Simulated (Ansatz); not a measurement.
SrO (rock salt)

```
SrO
1.0
    0.00000     2.57997     2.57997
    2.57997     0.00000     2.57997
    2.57997     2.57997     0.00000
O Sr
1 1
Cartesian
  0.00000   0.00000   0.00000
  2.57997   2.57997   2.57997
```

The slice is a {100} plane (indices of the conventional cell) through the point (0.500, 0.500, 0.500) (fractional), spanned by u = [100] and v = [0 1 -1] in vectors of this cell: u (3.65 Å) and v (3.65 Å, at 90° to u). It covers one period; positions are fractions (u, v).

Computed with r2SCAN (plane waves to 500 eV, PAW, scalar-relativistic; Ansatz, a first-principles code). k mesh 11×11×11. Inside the PAW spheres the values are not all-electron values, and peaks at nuclei hang on which shells count as valence. SrO was relaxed with its symmetry unable to fall.

Task: What is the ELF at the density minimum of the shortest O–Sr line in this plane (2.58 Å)?

Result: 0.1.

Task: What is the valence density on the shortest O–Sr line in this plane (2.58 Å), at its minimum between the atoms?

Result: 0.22 e/Å³.

Task: Sketch the electrostatic potential energy of an electron, from the cell's mean on this plane as a map.

Result: 
```
|xxxxxxxxxxxx002255667766552200xxxxxxxxxx|
|xxxxxxxxxxxx003366778877663300xxxxxxxxxx|
|xxxxxxxxxx0011557788998877551100xxxxxxxx|
|xxxxxxxx00004477889999998877440000xxxxxx|
|xxxxxx0000336688xxxxxxxxxx8866330000xxxx|
|00000011446688xxxxxxxxxxxxxx886644110000|
|112233557788xxxxxxxxxxxxxxxxxx8877553322|
|5555667788xxxxxxxxxxxxxxxxxxxxxx88776655|
|6666778899xxxxxxxxxxxxxxxxxxxxxx99887766|
|7777889999xxxxxxxxxxxxxxxxxxxxxx99998877|
|6666778899xxxxxxxxxxxxxxxxxxxxxx99887766|
|5555667788xxxxxxxxxxxxxxxxxxxxxx88776655|
|112233557788xxxxxxxxxxxxxxxxxx8877553322|
|00000011446688xxxxxxxxxxxxxx886644110000|
|xxxxxx0000336688xxxxxxxxxx8866330000xxxx|
|xxxxxxxx00004477889999998877440000xxxxxx|
|xxxxxxxxxx0011557788998877551100xxxxxxxx|
|xxxxxxxxxxxx003366778877663300xxxxxxxxxx|
|xxxxxxxxxxxx002255667766552200xxxxxxxxxx|
|xxxxxxxxxxxx001155667766551100xxxxxxxxxx|
```
Scale: ten equal steps from 2.00 (start of '0') to 10.45 (end of '9'), in the order '0123456789'. Values: electrostatic potential energy of an electron, from the cell's mean, in eV. The map has 20 points along u (two characters each, u = 0 at the left) and 20 along v (v = 0 in the bottom row). Points within 1 Å of a nucleus are blanked (x), as the pseudised field means little there. Values under 2 eV are set to 2. The zero, the cell's mean, hangs on the PAW cores.
